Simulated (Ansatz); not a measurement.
Ta, DFT, PBEsol, PAW with Ansatz's default frozen-core files, scalar-relativistic (Ansatz 0.2.0), run on 1 thread of Arm Neoverse V1 on a shared host.

The cell comes from COD entry 1541266, which wasn't checked; take it as a given geometry. The listed cell was then made from it by scaling, straining or moving an atom.

Command: `ansatz run input.yaml --threads 1 --pin off --max-ram 3072MiB --backend cpu --events-out ev --progress --plain --runs-dir out`

```yaml
crystal:
  lattice:
    - [-1.7008184, 1.65128, 1.65128]
    - [1.65128, -1.7008184, 1.65128]
    - [1.65128, 1.65128, -1.7008184]
  atoms:
    - { symbol: Ta, position: [0.0, 0.0, 0.0] }
kpoints:
  mp_grid: { grid: [17, 17, 17] }
scf:
  occupations: { method: fermi_dirac, width: 0.08 }
hamiltonian:
  xc: pbesol
  pseudopotentials: { kind: paw }
output:
  forces: true
  stress: true
  eigenvalues: true
  efg: { contact_densities: true }
```

**Question.** How large is the problem that the program sets up?

**Answer.** 489 irreducible k-points, 357 plane waves at Γ, 11 bands.

**Question.** About how long does it take, and how much memory does it use?

**Answer.** 7 s of wall time for 6 SCF iterations, with a peak of 0.41 GiB. Times on shared machines scatter by tens of per cent.

**Question.** And the same cell and mesh by all-electron PAW (datasets made for this crystal), asked for forces, stress, eigenvalues, efg, on the same hardware?

**Answer.** 45 s, peak memory 0.92 GiB.
